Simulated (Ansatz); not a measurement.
NbSi2 in space group P6_222 (No. 180; Nb on 3d, Si on 6j) at seven volumes, LDA (plane waves, PAW; program Ansatz), shape and atoms relaxed at each. One row is withheld.

| V (Å³/atom) | P (GPa) |
|---|---|
| 12.880 | 22.11 |
| 13.305 | 13.54 |
| 13.730 | 6.23 |
| 14.154 | 0.00 |
| 14.579 | -5.32 |
| 15.004 | -9.84 |
| 15.428 | ? |

Task: Fit the shown pressures and predict the withheld one.

Result: Third-order Birch–Murnaghan: P = (3/2)B₀(x^(7/2) − x^(5/2))[1 + (3/4)(B′ − 4)(x − 1)] with x = (V₀/V)^(2/3). Least squares on the six rows gives V₀ = 14.155 Å³/atom, B₀ = 191.4 GPa, B′ = 4.28. At V = 15.428, x = 0.9442 and P = -13.71 GPa. The run itself gave -13.69 GPa.

The LDA relaxation kept the symmetry of its start. No spin polarisation was allowed.

Potentials: the later of the program's two PAW sets.
